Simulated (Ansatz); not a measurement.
SrCl2 (fluorite, Fm-3m), DFT-PBEsol in the program Ansatz with PAW potentials: ε∞ = 3.02, cell volume 82.41 Å³. Infrared-active transverse modes:

| ω_TO (cm⁻¹) | oscillator strength S_xx (e²/amu) |
|---|---|
| 140.7 | 0.1587 |

Task: Compute the static dielectric constant.

Result: Each mode adds (4.921e7/V) S/ω²: 4.79. So ε0 = 7.80.

Task: What LO frequency does the Lyddane–Sachs–Teller relation give?

Result: ω_LO = ω_TO √(ε0/ε∞) = 226 cm⁻¹.

Symmetry was held in the PBEsol relaxation; of distortions, only those at the zone centre were tested. Spin–orbit coupling is left out wherever it is not named.

Potentials: the later of the program's two PAW sets.
